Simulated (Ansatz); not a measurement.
The following input was run with Ansatz 0.2.0.

```yaml
crystal:
  lattice:
    - [0.0, 5.811952, 5.811952]
    - [5.811952, 0.0, 5.811952]
    - [5.811952, 5.811952, 0.0]
  atoms:
    - { symbol: Rb, position: [0.75, 0.75, 0.75] }
    - { symbol: Rb, position: [0.25, 0.25, 0.25] }
    - { symbol: Rb, position: [0.5, 0.5, 0.5] }
    - { symbol: Ga, position: [0.0, 0.0, 0.0] }
    - { symbol: Br, position: [0.778994, 0.221006, 0.221006] }
    - { symbol: Br, position: [0.221006, 0.221006, 0.778994] }
    - { symbol: Br, position: [0.221006, 0.778994, 0.778994] }
    - { symbol: Br, position: [0.221006, 0.778994, 0.221006] }
    - { symbol: Br, position: [0.778994, 0.221006, 0.778994] }
    - { symbol: Br, position: [0.778994, 0.778994, 0.221006] }
basis:
  ecutwfc: 420
kpoints:
  mp_grid: { grid: [4, 4, 4] }
hamiltonian:
  xc: pbesol
scf:
  occupations: { method: gaussian, width: 0.02 }
output:
  forces: true
  stress: true
  eigenvalues: true
  populations: true
```

Run as
```bash
ansatz run input.yaml --threads 2 --pin off --max-ram 3584MiB --backend cpu --events-out ev --progress --plain --runs-dir out
```

Method: DFT PBEsol, scalar-relativistic, plane waves, PAW in Ansatz 0.2.0.

Part of what the program printed, abridged (final results; tables in files aren't shown):

```
SCF 1 converged in 7 iterations: F = -29826.069206 eV  dr2 = 3.09e-8
SCF converged after 7 iterations
Free energy (F): -29826.069206 eV
Harris-Foulkes:  -29826.069206 eV  (|F-HF|=3.34e-8)
Internal energy: -29826.069206 eV  (E = F + TS)
E sigma→0 (E₀):  -29826.069206 eV
Fermi energy:    2.386774 eV
--- Per-component energies (eV) ---
  E_band       = -557.339417
  E_kinetic    = 1491.797145
  E_local      = -6362.759174  (includes V_loc(G=0)·N_el)
  E_nonlocal   = 1377.310104
  E_hartree    = 2314.992014
  E_xc         = -2023.180409
  E_vxc        = -1087.004906  (∫ρ·V_xc dr)
  E_paw        = -22880.704342  (= ΣΔE_a)
  E_vpaw       = -606.669431  (= ΣTr[D̂ρ^β])
  E_aug_tail   = -0.000163  (compensation charges beyond the density's cutoff)
  E_ewald      = -3745.311993
  E_core_change = 1.787612  (= ΣΔE_core)
  E_smearing   =  0.000000  (= −TS)
--- Forces (eV/Å), atoms counted from 1 ---
  atom   1  Rb     0.00000000     0.00000000     0.00000000
  atom   2  Rb     0.00000000     0.00000000     0.00000000
  atom   3  Rb     0.00000000     0.00000000     0.00000000
  atom   4  Ga     0.00000000     0.00000000     0.00000000
  atom   5  Br    -0.17593924     0.00000000     0.00000000
  atom   6  Br     0.00000000     0.00000000    -0.17593924
  atom   7  Br     0.17593924     0.00000000     0.00000000
  atom   8  Br     0.00000000    -0.17593924     0.00000000
  atom   9  Br     0.00000000     0.17593924     0.00000000
  atom  10  Br     0.00000000     0.00000000     0.17593924
--- Stress (GPa, compression-positive) ---
       -1.163511       0.000000       0.000000
        0.000000      -1.163511       0.000000
        0.000000       0.000000      -1.163511
  P = ⅓ Tr σ = -1.1635 GPa (-11.635 kbar)
--- Band table (eV; the first three rows and the last of 8) ---
  k-point 0: bands = ["-24.2387", "-24.2382", "-23.6364", "-12.7955", "-12.7955", "-12.5528", "-12.5528", "-12.5528", "-12.1938", "-11.7057", "-11.7057", "-11.7057", "-11.2553", "-11.2553", "-8.3036", "-8.3036", "-8.3036", "-8.2950", "-8.2950", "-8.2950", "-7.7971", "-7.7971", "-7.7971", "-4.1031", "-1.2419", "-1.2419", "-1.2419", "-0.3918", "-0.3918", "-0.3918", "0.4662", "0.4662", "0.7141", "0.7141", "0.7141", "0.8750", "0.8750", "0.8750", "1.3495", "1.3495", "1.3495", "3.4238", "5.3599", "6.6591", "7.1629", "7.1629", "7.1629", "7.2864", "7.2864", "7.4849", "7.4849"]
  k-point 1: bands = ["-24.2386", "-24.2383", "-23.6364", "-12.7968", "-12.7968", "-12.5528", "-12.5528", "-12.5528", "-12.1942", "-11.7063", "-11.6885", "-11.6885", "-11.2763", "-11.2763", "-8.3009", "-8.3009", "-8.2973", "-8.2945", "-8.2945", "-8.2914", "-7.8158", "-7.7885", "-7.7885", "-4.0093", "-1.3644", "-1.2576", "-1.2576", "-0.3661", "-0.3173", "-0.3173", "0.4979", "0.4979", "0.5931", "0.6044", "0.6044", "0.7613", "0.8715", "0.8715", "1.2536", "1.2536", "1.2887", "3.8190", "5.7299", "6.8125", "6.9164", "7.4086", "7.4086", "7.5227", "7.5227", "7.8110", "7.8110"]
  k-point 2: bands = ["-24.2385", "-24.2385", "-23.6364", "-12.7981", "-12.7981", "-12.5528", "-12.5528", "-12.5528", "-12.1947", "-11.7068", "-11.6694", "-11.6694", "-11.2990", "-11.2990", "-8.2968", "-8.2968", "-8.2954", "-8.2954", "-8.2898", "-8.2894", "-7.8337", "-7.7799", "-7.7799", "-3.9083", "-1.4933", "-1.2732", "-1.2732", "-0.3180", "-0.2168", "-0.2168", "0.3315", "0.4237", "0.4237", "0.5971", "0.5971", "0.8222", "0.8368", "0.8368", "1.1717", "1.1717", "1.2143", "4.2244", "6.3682", "6.4287", "6.9237", "7.6613", "7.6613", "7.8244", "7.8244", "8.3742", "8.3742"]
  k-point 7: bands = ["-24.2385", "-24.2385", "-23.6364", "-12.7973", "-12.7972", "-12.5528", "-12.5528", "-12.5528", "-12.1761", "-11.7108", "-11.7108", "-11.6839", "-11.2833", "-11.2779", "-8.2936", "-8.2936", "-8.2928", "-8.2924", "-8.2908", "-8.2904", "-7.7979", "-7.7962", "-7.7962", "-3.9667", "-1.3533", "-1.1644", "-1.1644", "-0.3186", "-0.3186", "-0.0676", "0.1873", "0.4614", "0.5340", "0.5340", "0.6520", "0.6520", "0.6948", "0.6983", "0.9349", "1.1716", "1.1716", "4.0797", "7.0788", "7.0894", "7.0894", "7.6352", "7.9582", "7.9582", "8.0998", "8.4548", "8.4548"]
--- Löwdin populations: 10 sites ---
  site symbol q [e]
     0     Rb      8.2306
     1     Rb      8.2306
     2     Rb      8.2738
     3     Ga     12.8192
     4     Br      7.3594
     5     Br      7.3594
     6     Br      7.3594
     7     Br      7.3594
     8     Br      7.3594
     9     Br      7.3594
  spilling = 0.003526 (of n_electrons = 82.000000)
```

The run converged.

It took 5.5 s on 2 threads of Arm Neoverse V2, with other jobs on the host, peak memory 0.69 GiB.